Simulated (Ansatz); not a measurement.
SrCd:
```
SrCd
1.0
    3.98001     0.00000     0.00000
    0.00000     3.98001     0.00000
    0.00000     0.00000     3.98001
Sr Cd
1 1
Direct
  0.50000   0.50000   0.50000
  0.00000   0.00000   0.00000
```

Relaxed with PBEsol. Special points in fractions of this cell's reciprocal vectors: Γ (0.000, 0.000, 0.000); X (0.000, 0.500, 0.000); M (0.500, 0.500, 0.000); R (0.500, 0.500, 0.500).

Task: List the band energies nearest the Fermi level at these points for the program Ansatz at the PBEsol level (PAW).

Result: In eV from the Fermi level; about four levels below and three above (degenerate sets whole), none deeper than 8.9 eV; points with the same levels are listed once.

```csv
k,below,above
Γ,-8.45 -8.45 -8.45 -5.87,1.35 1.35 4.06 4.06 4.06
X,-8.44 -8.43 -3.59 -2.45,1.74 2.28 2.28
M,-8.52 -8.52 -8.52 -8.32 -3.15,0.01 0.01 1.14
R,-0.81 -0.81 -0.81 -0.72,4.69 4.69 4.69
```

Space group Pm-3m (CsCl type). The workflow started from an entry of the Crystallography Open Database (COD). Whether it is the stable phase at ambient conditions was not checked. The cell was relaxed with PBEsol under the symmetry of its start; of distortions, only those at the zone centre were tested. Spin–orbit coupling is left out wherever it is not named.

Potentials: the later of the program's two PAW sets.
